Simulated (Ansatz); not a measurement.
Relax this structure to zero stress and force, keeping its symmetry:

```cif
data_structure
_symmetry_space_group_name_H-M 'P-6m2'
_symmetry_Int_Tables_number 187
_cell_length_a 2.9065
_cell_length_b 2.9065
_cell_length_c 2.8366
_cell_angle_alpha 90.000
_cell_angle_beta 90.000
_cell_angle_gamma 120.000
_cell_volume 20.75
loop_
_atom_site_label
_atom_site_type_symbol
_atom_site_symmetry_multiplicity
_atom_site_Wyckoff_symbol
_atom_site_fract_x
_atom_site_fract_y
_atom_site_fract_z
_atom_site_occupancy
W1 W 1 a 0.00000 0.00000 0.00000 1
C1 C 1 f 0.66667 0.33333 0.50000 1
```

Computed with DFT r2SCAN, scalar-relativistic, plane waves, PAW (Ansatz).

Cutoff 500 eV; k points 18×18×14 on the computed 2-atom cell (Γ-centred); Gaussian smearing, width 0.10 eV; no spin polarisation.

**Question.** What does it relax to?

**Answer.** The volume goes up by 0.04 Å³/atom to 10.41 Å³/atom, and the energy falls by 0.2 meV/atom. Final structure:
```cif
data_structure
_symmetry_space_group_name_H-M 'P-6m2'
_symmetry_Int_Tables_number 187
_cell_length_a 2.9121
_cell_length_b 2.9121
_cell_length_c 2.8361
_cell_angle_alpha 90.000
_cell_angle_beta 90.000
_cell_angle_gamma 120.000
_cell_volume 20.83
loop_
_atom_site_label
_atom_site_type_symbol
_atom_site_symmetry_multiplicity
_atom_site_Wyckoff_symbol
_atom_site_fract_x
_atom_site_fract_y
_atom_site_fract_z
_atom_site_occupancy
W1 W 1 a 0.00000 0.00000 0.00000 1
C1 C 1 f 0.66667 0.33333 0.50000 1
```

Spin–orbit coupling is left out, which can shift energies with elements as heavy as these.